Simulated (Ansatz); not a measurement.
## Compressing HfRuP: a fit and a missing row

HfRuP, P-62m, a = 6.370 Å, c = 3.751 Å. The structure is a Materials Project entry; whether it is the stable form wasn't checked. Ansatz: PBEsol, PAW, 420 eV, Γ-centred 6×6×10 mesh on 9 atoms, Gaussian smearing 0.10 eV; no spin polarisation. Shape and atoms are relaxed at each volume; pressure is positive in compression.

```
V (Å³/atom) P (GPa)
     12.889        ?
     13.328    27.72
     13.768    16.94
     14.207     7.78
     14.646     0.01
     15.086    -6.59
     15.525   -12.17
     16.111   -18.30
```

Q: Take V0 = 14.646 Å³/atom, count pressures from its P0 = 0.01 GPa, fit the third-order Birch–Murnaghan form to the other rows, and predict the missing pressure.

A: With the Eulerian strain f = ½[(V0/V)^(2/3) − 1] and y = (P − P0)/[3f(1 + 2f)^(5/2)], the form is the line y = B0 + 1.5 B0 (B0′ − 4) f. Rows (f, y): 0.03244, 243.3; 0.02104, 242.0; 0.01025, 240.2; -0.00977, 236.6; -0.01906, 234.7; -0.03079, 232.4. Means f = 0.0006850, y = 238.20; Σ(Δf)² = 0.003004, ΣΔfΔy = 0.5268; the slope is their ratio. y = 238.1 + 175.4 f GPa, so B0 = 238.1 GPa and B0′ = 4 + 2 × (175.4)/(3 × 238.1) = 4.49. At V = 12.889, f = 0.04446, y = 245.90 and P = 40.59 GPa. The run gave 40.43 GPa, so the fit is 0.16 GPa too high, a small miss on the scale of the series.

Spin–orbit coupling is left out, which can shift energies with elements as heavy as these.